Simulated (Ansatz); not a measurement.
# AlPt: pressure against volume

AlPt, P2_13, a = 4.869 Å. The structure is a Materials Project entry; whether it is the stable form wasn't checked. Ansatz: PBEsol, PAW, 420 eV, Γ-centred 8×8×8 mesh on 8 atoms, Gaussian smearing 0.10 eV; no spin polarisation. Shape and atoms are relaxed at each volume; pressure is positive in compression.

```
V (Å³/atom) P (GPa)
     12.693    34.76
     13.126        ?
     13.559    14.43
     13.992     6.60
     14.424     0.00
     14.857    -5.56
     15.290   -10.24
     15.867   -15.33
```

Task: Take V0 = 14.424 Å³/atom, fit the third-order Birch–Murnaghan form to the other rows, and predict the missing pressure.

Result: With the Eulerian strain f = ½[(V0/V)^(2/3) − 1] and y = P/[3f(1 + 2f)^(5/2)], the form is the line y = B0 + 1.5 B0 (B0′ − 4) f. Rows (f, y): 0.04448, 210.5; 0.02105, 206.1; 0.01024, 204.2; -0.00976, 199.5; -0.01906, 197.4; -0.03079, 194.5. Means f = 0.002693, y = 202.03; Σ(Δf)² = 0.003889, ΣΔfΔy = 0.8294; the slope is their ratio. y = 201.5 + 213.2 f GPa, so B0 = 201.5 GPa and B0′ = 4 + 2 × (213.2)/(3 × 201.5) = 4.71. At V = 13.126, f = 0.03244, y = 208.42 and P = 23.73 GPa. The run gave 23.73 GPa, the same to the digits shown.

Spin–orbit coupling is left out, which can shift energies with elements as heavy as these.